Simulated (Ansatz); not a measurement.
Relaxed TaN (rock salt):

```xyz
4
Lattice="0.0000 4.3963 4.3963 2.1982 0.0000 2.1982 2.1982 2.1982 0.0000" Properties=species:S:1:pos:R:3 pbc="T T T"
N      0.0000     0.0000     0.0000
N      0.0000     2.1982     2.1982
Ta     2.1982     2.1982     2.1982
Ta     2.1982     4.3963     4.3963
```

In this cell atom 3 (Ta, nearest neighbour N at 2.198 Å; its periodic images, 3.1 Å or more away, move with it) is moved by s along Cartesian [111], unit vector (0.577, 0.577, 0.577); all other atoms and the cell stay fixed.

Computed with r2SCAN (plane waves to 500 eV, PAW, scalar-relativistic; Ansatz, a first-principles code). k mesh 15×15×15 (Γ-centred), Fermi-Dirac smearing 0.05 eV. E stands for the smeared free energy. With partly filled bands, energies and forces of such displacements shift with the k mesh and the smearing. F⊥ is the part of the force across the line. Spin-orbit coupling is left out, though Ta is heavy. TaN is run without spin polarisation. TaN was relaxed with its symmetry unable to fall. This is a high-temperature form of TaN. The zero of ΔE is the undisplaced structure.

Question: Estimate the ΔE (meV/cell) and |F⊥| (eV/Å) for s (Å) = -0.660, -0.396, -0.132, 0.132, 0.264, 0.396, 0.528, 0.660.

Answer: 
```csv
s (Å),ΔE (meV/cell),|F⊥| (eV/Å)
-0.660,1709,0.832
-0.396,540,0.052
-0.132,57,0.055
0.132,57,0.055
0.264,231,0.057
0.396,540,0.052
0.528,1023,0.324
0.660,1709,0.832
```

(For displaced atoms, the force is minus the slope of the energy, and its curvature is a force constant, which sets phonon frequencies.)
